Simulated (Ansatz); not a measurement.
The relaxed structure here is a generated cell of InSb: the first start was made by placing the elements on the sites of a structure type, and the end was not matched to a known phase here, so it may be hypothetical. Known forms of InSb include space group No. 216.

A relaxed structure of InSb. The numbers are results of r2SCAN (plane waves to 500 eV, PAW, scalar-relativistic; Ansatz, an electronic-structure program), not measurements.

```xyz
6
Lattice="4.6354 0.0000 0.0000 -2.3177 4.0144 0.0000 -0.0047 -0.0031 10.1918" Properties=species:S:1:pos:R:3 pbc="T T T"
In     3.4706     2.0059    10.1918
In     1.1571     2.0055     6.7945
In     2.3149    -0.0008     3.3973
Sb    -1.1608     2.0057     5.0959
Sb     1.1576     2.0073     1.6986
Sb     2.3142    -0.0025     8.4932
```

Question: Determine the symmetry and give the standard cell with its independent sites.

Answer: Space group P6₂22 (No. 180); a = b = 4.6354 Å, c = 10.1918 Å, α = β = 90.00°, γ = 120.00°

| atom | site | symmetry | x | y | z |
|---|---|---|---|---|---|
| In | 3c | 222 | 0.5000 | 0.0000 | 0.0000 |
| Sb | 3d | 222 | 0.5000 | 0.0000 | 0.5000 |

Question: Give the shortest distances between elements (the closest pairs, up to four, under 3.6 Å).

Answer: In–Sb 2.87 Å.

- Volume per atom = 31.61 Å³
- Band gap = no gap on the sampled points, where the bands overlap only slightly; such a result is sensitive to mesh and level

No spin polarisation in the result.

The run could not lose the symmetry of its start; a randomly shaken copy of 12 atoms returns to this structure.
